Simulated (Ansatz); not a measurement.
This run works on a proposed trial structure, not on a known crystal.

Input and command of a plane-wave DFT calculation in Ansatz:

```yaml
crystal:
  lattice:
    - [-3.7293555888, 3.7293555888, 7.6454177557]
    - [3.7293555888, -3.7293555888, 7.6454177557]
    - [3.7293555888, 3.7293555888, -7.6454177557]
  atoms:
    - { symbol: Ca, position: [0.6771253649, 0.5130282477, 0.5] }
    - { symbol: Ca, position: [0.8228746351, 0.3228746351, 0.8359028828] }
    - { symbol: Ca, position: [0.4869717523, 0.9869717523, 0.1640971172] }
    - { symbol: Ca, position: [0.0130282477, 0.1771253649, 0.5] }
    - { symbol: Ca, position: [0.5130282477, 0.0130282477, 0.8359028828] }
    - { symbol: Ca, position: [0.1771253649, 0.6771253649, 0.1640971172] }
    - { symbol: Ca, position: [0.3228746351, 0.4869717523, 0.5] }
    - { symbol: Ca, position: [0.9869717523, 0.8228746351, 0.5] }
    - { symbol: Si, position: [0.896466427, 0.396466427, 0.2929328539] }
    - { symbol: Si, position: [0.103533573, 0.603533573, 0.7070671461] }
    - { symbol: Si, position: [0.396466427, 0.103533573, 0.5] }
    - { symbol: Si, position: [0.603533573, 0.896466427, 0.5] }
    - { symbol: Si, position: [0.75, 0.75, 0.0] }
    - { symbol: Si, position: [0.25, 0.25, 0.0] }
    - { symbol: "N", position: [0.75, 0.25, 0.5], spin: 1.0 }
    - { symbol: "N", position: [0.25, 0.75, 0.5], spin: 1.0 }
basis:
  ecutwfc: 420
kpoints:
  mp_grid: { grid: [4, 4, 4] }
hamiltonian:
  xc: pbe
scf:
  occupations: { method: gaussian, width: 0.1 }
  lower_state_search: "off"
output:
  forces: true
  stress: true
  eigenvalues: true
  populations: true
magnetization:
  spin_polarized: true
```

```bash
ansatz run input.yaml --threads 1 --pin off --max-ram 2560MiB --backend cpu --events-out ev --progress --plain --runs-dir out
```

Processor: Intel(R) Xeon(R) Platinum 8259CL CPU @ 2.50GHz (Skylake/Cascade Lake), 1 thread, on a host shared with other jobs.

Problem. Estimate time, memory and problem size.

Solution. About 2 min, peak memory 1.2 GiB. It solves 74 bands at 13 k points (after reduction by symmetry) with about 8401 plane waves, in 20 SCF iterations.
